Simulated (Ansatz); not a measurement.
LuSi₂Ni₂:
```
LuSi2Ni2
1.0
   -1.94315     1.94315     4.71979
    1.94315    -1.94315     4.71979
    1.94315     1.94315    -4.71979
Si Ni Lu
2 2 1
Direct
  0.37446   0.37446   0.00000
  0.62554   0.62554   0.00000
  0.75000   0.25000   0.50000
  0.25000   0.75000   0.50000
  0.00000   0.00000   0.00000
```

Relaxed with r²SCAN. Special points in fractions of this cell's reciprocal vectors: Γ (0.000, 0.000, 0.000); X (0.000, 0.000, 0.500); P (0.250, 0.250, 0.250); N (0.000, 0.500, 0.000); M (0.500, 0.500, -0.500); S (0.292, 0.708, -0.292); S0 (-0.292, 0.292, 0.292); R (-0.085, 0.085, 0.500); G (0.500, 0.500, -0.085).

Question: List the band energies nearest the Fermi level at these points for the program Ansatz at the r²SCAN level (PAW).

Answer: In eV from the Fermi level; about four levels below and three above (degenerate sets whole), none deeper than 8.9 eV; points with the same levels are listed once.

```tsv
k	below	above
Γ	-1.32 -1.32 -0.86 -0.43	1.88 1.88 3.58
X	-1.77 -1.49 -0.55 -0.41	3.64 4.05 4.34
P	-1.74 -1.74 -0.45 -0.45	2.70 4.50 5.38 5.38
N	-2.28 -1.92 -1.53 -0.23	1.52 1.58 2.76
M	-1.53 -1.02 -1.02 -0.86	0.19 0.63 3.36 3.36
S	-2.15 -2.15 -0.24 -0.23	0.12 2.34 2.80
R	-1.61 -1.01 -0.54 -0.18	3.52 4.19 4.47
```

Space group I4/mmm. The workflow started from an entry of the Crystallography Open Database (COD). Its standing as an ambient phase is unchecked. Symmetry was held in the r²SCAN relaxation; whether a distortion lowers the energy is not shown. The workflow began spin-polarised and lost its moments. Scalar-relativistic: spin–orbit coupling is off unless named, which matters more the heavier the elements.

Potentials: the later of the program's two PAW sets.
